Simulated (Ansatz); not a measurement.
NbAgO₃:
```xyz
5
Lattice="3.9181 0.0000 0.0000 0.0000 3.9181 0.0000 0.0000 0.0000 3.9181" Properties=species:S:1:pos:R:3 pbc="T T T"
Nb     0.0000     0.0000     0.0000
Ag     1.9590     1.9590     1.9590
O      1.9590     0.0000     0.0000
O      0.0000     1.9590     0.0000
O      0.0000     0.0000     1.9590
```

x, y and z are the axes in which the lattice vectors are written.

**Question.** Give the high-frequency dielectric tensor and the Born effective charge tensors of the independent atoms from DFPT, plane-wave PAW LDA (Ansatz code).

**Answer.** 
ε∞:
```
7.85  0.00  0.00
0.00  7.85  0.00
0.00  0.00  7.85
```
Z* of atom 1 (Nb), rows: field, columns: displacement, in e:
```
9.72  0.00  0.00
0.00  9.72  0.00
0.00  0.00  9.72
```
Z* of atom 2 (Ag), rows: field, columns: displacement, in e:
```
1.60  0.00  0.00
0.00  1.60  0.00
0.00  0.00  1.60
```
Z* of atom 3 (O), rows: field, columns: displacement, in e:
```
-7.56   0.00   0.00
 0.00  -1.88   0.00
 0.00   0.00  -1.88
```

Space group Pm-3m (cubic perovskite). The workflow started from a Materials Project entry (that database holds measured and hypothetical structures alike); the Crystallography Open Database copy checked does not list it. COD files the formula under space group No. 57. Its standing as an ambient phase is unchecked. The cell was relaxed with LDA under the symmetry of its start. At this level the phase is dynamically unstable (imaginary phonons). The run is not spin-polarised. Scalar-relativistic: spin–orbit coupling is off unless named, which matters more the heavier the elements.

Potentials: the later of the program's two PAW sets.
